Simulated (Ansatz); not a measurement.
## Elastic constants of W: input and output

Computed with DFT PBEsol, scalar-relativistic, plane waves, PAW (Ansatz).

Launched with:
```bash
ansatz run input.yaml --threads 1 --pin off --max-ram 4096MiB --backend cpu --events-out ev --progress --plain --runs-dir out
```

Input (bare energies are in eV):
```yaml
crystal:
  lattice:
    - [-1.5771083348, 1.5771083348, 1.5771083348]
    - [1.5771083348, -1.5771083348, 1.5771083348]
    - [1.5771083348, 1.5771083348, -1.5771083348]
  atoms:
    - { symbol: W, position: [0.0, 0.0, 0.0] }
basis:
  ecutwfc: 420
kpoints:
  mp_grid: { grid: [20, 20, 20] }
hamiltonian:
  xc: pbesol
scf:
  occupations: { method: fermi_dirac, width: 0.15 }
output:
  forces: true
  stress: true
  eigenvalues: true
elastic:
  mode: relaxed_ion
  amplitude: 0.005
```

From the output:
```
--- Elastic constants: 2 strain directions × 4 members + reference (group order 48) ---
  dense FFT box of the reference and of every strained cell: 20×20×20
  strains applied: 11, 23; error gains: componentwise 1.00 (the most a stress slope's error grows in a printed constant), spectral 1.73 (1 for all six strains in a standard setting)
  C = ∂σ_k/∂η_j (tension-positive GPa; Voigt order 11 22 33 23 13 12):
       549.833    209.444    209.444     -0.000      0.000      0.000
       209.444    549.833    209.444     -0.000      0.000      0.000
       209.444    209.444    549.833     -0.000      0.000      0.000
        -0.000     -0.000      0.000    151.357     -0.000     -0.000
        -0.000     -0.000      0.000      0.000    151.357      0.000
        -0.000      0.000      0.000      0.000      0.000    151.357
  reference stress σ⁰ (GPa):      0.000      0.000      0.000      0.000     -0.000      0.000
  C* (energy form; C + prestress term) asymmetry max|C*_kj − C*_jk| = 2.842e-14 GPa — a small one proves nothing (zero by symmetry where the batch's group is 432, −43m or m−3m); a large one is finite-difference/SCF noise where every solve ...
  moduli (Voigt/Reuss/Hill, GPa): K = 322.91/322.91/322.91   G = 158.89/158.37/158.63   E = 408.93   ν = 0.289
  mechanically stable: yes (min eigenvalue of sym C = 151.36 GPa)
  strain η (Voigt 11):  stress-route row diagonal C_11 = 549.83 GPa, energy-path curvature d²(F+E_count+ΔE)/dδ²/Ω₀ = 549.84 GPa
    cells at ±δ against ±2δ: C31 209.50 and 209.67 GPa, apart by 0.03 % of the column's largest entry
         δ    σ_11 (GPa) F (eV) n_scf n_hpsi n_pw
    -1.000e-2      -5.6885      -10256.5820715       7  124070    321   relax 0 steps, max|allowed force component| 0.00e0 eV/Å
    -5.000e-3      -2.7965      -10256.5841450       4  107815    321   relax 0 steps, max|allowed force component| 0.00e0 eV/Å
     5.000e-3       2.7020      -10256.5841610       3  103797    321   relax 0 steps, max|allowed force component| 0.00e0 eV/Å
     1.000e-2       5.3096      -10256.5821958       6  111986    329   relax 0 steps, max|allowed force component| 0.00e0 eV/Å
  strain η (Voigt 23):  stress-route row diagonal C_44 = 151.36 GPa, energy-path curvature d²(F+E_count+ΔE)/dδ²/Ω₀ = 151.36 GPa
    cells at ±δ against ±2δ: C44 151.36 and 151.38 GPa, apart by 0.01 % of the column's largest entry
         δ    σ_23 (GPa) F (eV) n_scf n_hpsi n_pw
    -1.000e-2      -1.5138      -10256.5840848       7  223138    321   relax 0 steps, max|allowed force component| 0.00e0 eV/Å
    -5.000e-3      -0.7568      -10256.5846411       3  186966    321   relax 0 steps, max|allowed force component| 0.00e0 eV/Å
     5.000e-3       0.7568      -10256.5846411       3  183500    321   relax 0 steps, max|allowed force component| 0.00e0 eV/Å
     1.000e-2       1.5138      -10256.5840848       6  202337    321   relax 0 steps, max|allowed force component| 0.00e0 eV/Å
```

Time: 79 s on 1 thread of Arm Neoverse V1, with other jobs on the host, peak memory 0.49 GiB.

In a metal, frequencies and elastic constants depend on the k mesh and the smearing, soft modes and shear constants most. Spin–orbit coupling is left out, which can shift energies with elements as heavy as these.